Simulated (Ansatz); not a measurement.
Relaxed-ion elastic tensor of Ag (bcc (W type), Im-3m) in GPa (Voigt order), r²SCAN (plane waves, PAW; program Ansatz); density 10.28 g/cm³, 17.42 Å³ per atom.

|  | 1 | 2 | 3 | 4 | 5 | 6 |
|---|---|---|---|---|---|---|
| 1 | 94.0 | 103 | 103 | 0.0 | 0.0 | 0.0 |
| 2 | 103 | 94.0 | 103 | 0.0 | 0.0 | 0.0 |
| 3 | 103 | 103 | 94.0 | 0.0 | 0.0 | 0.0 |
| 4 | 0.0 | 0.0 | 0.0 | 56.9 | 0.0 | 0.0 |
| 5 | 0.0 | 0.0 | 0.0 | 0.0 | 56.9 | 0.0 |
| 6 | 0.0 | 0.0 | 0.0 | 0.0 | 0.0 | 56.9 |

**Question.** Is the crystal mechanically stable?

**Answer.** No: the smallest eigenvalue of C is -9.5 GPa.

The first step of the workflow began from a Materials Project structure, measured or hypothetical; the Crystallography Open Database copy checked does not list it. It is not the phase usual at ambient conditions (space group No. 225). The cell keeps a stress of up to 0.2 GPa. The r²SCAN relaxation kept the symmetry of its start. At this level the phase is mechanically unstable. No spin polarisation was allowed. As this level gives no gap, shear constants depend on the k-mesh and smearing (Fermi–Dirac, 0.1 eV here).

Potentials: the earlier of the program's two PAW sets.
